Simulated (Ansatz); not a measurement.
CsBrF:
```
CELL_PARAMETERS angstrom
     -2.15154     2.15154     9.99989
      2.15154    -2.15154     9.99989
      2.15154     2.15154    -9.99989
ATOMIC_POSITIONS crystal
  Cs 0.66987 0.66987 0.00000
  Cs 0.33013 0.33013 0.00000
  Br 0.05973 0.05973 0.00000
  Br 0.94027 0.94027 0.00000
  F  0.81621 0.81621 0.00000
  F  0.18379 0.18379 0.00000
```

Relaxed with r²SCAN.

Question: Map the electron localisation function on the plane through (0.670, 0.670, 0.000) spanned by u = [1, 1, 0] and v = [1, -1, 0] in lattice vectors, from DFT-r²SCAN in the program Ansatz with PAW potentials.

Answer: x is the fraction of u, y of v (the angle between them is 90°; rows are the nearest grid lines); atoms in the plane: Cs at (0.00, 0.00), Cs at (0.50, 0.50), Cs at (0.16, 0.50), Cs at (0.66, 0.00), Br at (0.39, 0.00), Br at (0.89, 0.50), Br at (0.27, 0.00), Br at (0.77, 0.50), F at (0.15, 0.00), F at (0.65, 0.50).
```
| +@.+%=%.*  =##  *.#*% #%  @%:      #@= |
| *@ +%*%.*. +##  #.##% #% .@%:      *@* |
|#@@ -%%# #@%%+#%@@.=%* *@%%@#       =@@#|
|@@% :*#+ *@@%-*@@%.:#= +@@@@+       .%@@|
|@@*  -=. +@@#:+@@%. =: -%@@%.        *@@|
|-:        #%+ :#%-      .--. -*- .*+  --|
|     .--. -*- .*+  -:        #%+ :#%-   |
|    .*%%+  -.  -. :##-      -@@*.=%@*   |
|-=: -%@@%.        *@@*  -=. +@@#:+@@%. -|
|%%* *@%%@#       =@@@@ -%%# #@%%+#%@@.=%|
|%%# #@-+@%.      *@%%@ =%%%.#*:#*#--%.*%|
|##% #% .@%:      *@**@ +%*%.*. +##  #.##|
|##% #% .@%:      *@**@ +%*%.*. +##  #.##|
|%%# #@-+@%.      *@%%@ =%%%.#*:#*#--%.*%|
|%%* *@%%@#       =@@@@ -%%# #@%%+#%@@.=%|
|-=: -%@@%.        *@@*  -=. +@@#:+@@%. -|
|    .*%%+  -.  -. :##-      -@@*.=%@*   |
|     .--. -*- .*+  -:        #%+ :#%-   |
|-:        #%+ :#%-      .--. -*- .*+  --|
|@@*  -=. +@@#:+@@%. =: -%@@%.        *@@|
|@@% :*#+ *@@%-*@@%.:#= +@@@@+       .%@@|
|#@@ -%%# #@%%+#%@@.=%* *@%%@#       =@@#|
| *@ +%*%.*. +##  #.##% #% .@%:      *@* |
| +@.+%=%.*  =##  *.#*% #%  @%:      #@= |
```
Scale: ten equal steps from -0.001 (start of ' ') to 0.932 (end of '@'), in the order ' .:-=+*#%@'; x runs from 0.000 to 1.00, y from 0.000 (bottom) to 1.00 (top).

The density is the valence pseudo-density with augmentation charge, so density and ELF within about 1 Å of a nucleus are not all-electron values.

Space group I4/mmm. The first step of the workflow began from a Materials Project structure, measured or hypothetical; the Crystallography Open Database copy checked does not list it. Whether it is the stable phase at ambient conditions was not checked. Symmetry was held in the r²SCAN relaxation; whether a distortion lowers the energy is not shown. Spin–orbit coupling is left out wherever it is not named.

Potentials: the later of the program's two PAW sets.
